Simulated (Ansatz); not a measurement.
Ta2InC:
```
CELL_PARAMETERS angstrom
      3.13686     0.00000     0.00000
     -1.56843     2.71660     0.00000
      0.00000     0.00000    14.34077
ATOMIC_POSITIONS crystal
  Ta 0.66667 0.33333 0.58322
  Ta 0.33333 0.66667 0.41678
  Ta 0.33333 0.66667 0.08322
  Ta 0.66667 0.33333 0.91678
  In 0.66667 0.33333 0.25000
  In 0.33333 0.66667 0.75000
  C  0.00000 0.00000 0.50000
  C  0.00000 0.00000 0.00000
```

Relaxed with PBEsol. Special points in fractions of this cell's reciprocal vectors: Γ (0.000, 0.000, 0.000); M (0.500, 0.000, 0.000); K (0.333, 0.333, 0.000); A (0.000, 0.000, 0.500); L (0.500, 0.000, 0.500); H (0.333, 0.333, 0.500).

Q: List the band energies nearest the Fermi level at these points for DFT-PBEsol with spin–orbit coupling in the program Ansatz with PAW potentials.

A: In eV from the Fermi level; about four levels below and three above (degenerate sets whole), none deeper than 8.9 eV; points with the same levels are listed once.

```json
[
 {"k": "Γ", "below": "-0.30 -0.30 -0.30 -0.30", "above": "1.22 1.22 1.36 1.36 1.36 1.36"},
 {"k": "M", "below": "-2.02 -2.02 -2.00 -2.00", "above": "0.96 0.96 1.80 1.80"},
 {"k": "K", "below": "-1.50 -1.50 -0.02 -0.02", "above": "0.49 0.49 0.68 0.68"},
 {"k": "A", "below": "-0.30 -0.30 -0.30 -0.30", "above": "1.29 1.29 1.29 1.29"},
 {"k": "L", "below": "-2.01 -2.01 -2.01 -2.01", "above": "1.42 1.42 1.42 1.42"},
 {"k": "H", "below": "-0.87 -0.87 -0.72 -0.72", "above": "0.40 0.40 0.60 0.60"}
]
```

Space group P6_3/mmc. The workflow started from a Materials Project entry (that database holds measured and hypothetical structures alike); the Crystallography Open Database copy checked does not list it. Its standing as an ambient phase is unchecked. The PBEsol relaxation kept the symmetry of its start; its stability against distortions is not shown here. No spin polarisation was allowed.

Potentials: the later of the program's two PAW sets.
